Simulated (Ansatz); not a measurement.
FeSb2 in space group Pnnm (No. 58; Sb on 4g, Fe on 2a), PBE (plane waves, PAW; program Ansatz), all energies at zero smearing, with the estimated change up to a 700 eV cutoff added, with one set of potentials and settings (totals compare only within such a set). Cell of 6 atoms (4 Sb, 2 Fe): -34899.046 eV.

```tsv
element	reference phase	E (eV/atom)
Sb	R-3m, 2 atoms in the cell	-6484.4916
Fe	Im-3m, 1 atoms in the cell, spin-polarised	-4480.4888
```

Formation energy per atom, worked out: (-34899.046 − 4×(-6484.4916) − 2×(-4480.4888))/6 = -0.017 eV/atom (-2 kJ per mol of atoms), at 0 K, without zero-point energy or fitted corrections.

The workflow started from an entry of the Crystallography Open Database (COD), which files this formula under 2 space groups. Its standing as an ambient phase is unchecked. Symmetry was held in the PBE relaxation; whether a distortion lowers the energy is not shown. The workflow began spin-polarised and lost its moments. The references are the lowest solids computed at this level, not always the standard phases. Spin–orbit coupling is left out wherever it is not named.

Potentials: the later of the program's two PAW sets.
